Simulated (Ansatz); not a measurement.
Values for one crystal, relaxed and computed with r²SCAN (plane waves, PAW; program Ansatz); other levels are named.

| Property | Result |
|---|---|
| Volume per atom | 19.89 Å³ |
| Electronic character | metallic (no gap) |
| Formation energy from the elements (no fitted shifts) | -0.18 eV/atom |
| Gap with spin–orbit coupling | none (metallic) |
| Bulk modulus (Birch–Murnaghan fit) | 72.7 GPa |
| Density of states at the Fermi level | 0.30 states/eV per atom (mean over ±0.08 eV) |
| Pressure derivative B′ | 4.8 |

Pick the material that matches.
(A) AlRu2C, P6_3/mmc (Al on 2d, Ru on 4f, C on 2a)
(B) CuI, P-6m2 (Cu on 1a, I on 1f)
(C) CuSe, P6_3/mmc (Cu on 2d, Cu on 4f, Se on 2c, Se on 4e)
(D) ZnCu2SnSe4, I-42m (Zn on 2a, Cu on 4d, Sn on 2b, Se on 8i)

C, CuSe, P6_3/mmc (Cu on 2d, Cu on 4f, Se on 2c, Se on 4e)

The workflow started from an entry of the Crystallography Open Database (COD). Its standing as an ambient phase is unchecked. The r²SCAN relaxation kept the symmetry of its start; its stability against distortions is not shown here. No spin polarisation was allowed. The references are the lowest solids computed at this level, not always the standard phases. Scalar-relativistic: spin–orbit coupling is off unless named, which matters more the heavier the elements.

Potentials: the later of the program's two PAW sets.
